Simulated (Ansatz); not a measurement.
The cell below belongs to a search over invented structures; it isn't taken from experiment.

Input and command of a plane-wave DFT calculation in Ansatz:

```yaml
crystal:
  lattice:
    - [7.436089822, 0.0, 0.0]
    - [-3.718044911, 6.4398426906, 0.0]
    - [0.0, 0.0, 7.7843346243]
  atoms:
    - { symbol: Rb, position: [0.4671552242, 0.0, 0.5] }
    - { symbol: Rb, position: [0.0, 0.4671552242, 0.5] }
    - { symbol: Rb, position: [0.5328447758, 0.5328447758, 0.5] }
    - { symbol: Sr, position: [0.6770045225, 0.0, 0.0] }
    - { symbol: Sr, position: [0.0, 0.6770045225, 0.0] }
    - { symbol: Sr, position: [0.3229954775, 0.3229954775, 0.0] }
    - { symbol: Pb, position: [0.0, 0.0, 0.6958827295] }
    - { symbol: Pb, position: [0.0, 0.0, 0.3041172705] }
basis:
  ecutwfc: 420
kpoints:
  mp_grid: { grid: [6, 6, 4] }
hamiltonian:
  xc: pbe
scf:
  occupations: { method: gaussian, width: 0.1 }
output:
  forces: true
  stress: true
  eigenvalues: true
relax:
  adjacent_minimum: "off"
  f_tol: 0.01
  max_steps: 30
  cell: { stress_tol: 0.1, fix: [volume] }
```

```bash
ansatz run input.yaml --threads 1 --pin off --max-ram 2560MiB --backend cpu --events-out ev --progress --plain --runs-dir out
```

Processor: Arm Neoverse V2, 1 thread, on a host shared with other jobs.

How long does it run, and how much memory does it take?

About 3.3 min, peak memory 0.71 GiB. It solves 51 bands at 21 k points (after reduction by symmetry) with about 7275 plane waves, in 30 SCF iterations over 5 ionic steps.
